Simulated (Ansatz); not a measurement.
LiBr (rock salt), relaxed with HSE06 (Ansatz, a quantum-chemistry and plane-wave program, plane waves, PAW): a = b = c = 5.4736 Å, α = β = γ = 90.00°.

* **gap (eV)**: 6.22
* **B₀ by P(V) fit (GPa)**: 27.0

**Question.** The same phase is relaxed and computed with PBE in the same code. What are the cell and these values now?

**Answer.** a = 5.511 Å, b = 5.511 Å, c = 5.511 Å, α = 90.00°, β = 90.00°, γ = 90.00°.

* **gap (eV)**: 4.91
* **B₀ by P(V) fit (GPa)**: 25.7

All cells were relaxed under the symmetry of their starts (and spin orders); stability against distortions was not tested throughout. Spin–orbit coupling is left out wherever it is not named.

Potentials: the later of the program's two PAW sets.

Ansatz is a plane-wave DFT program.
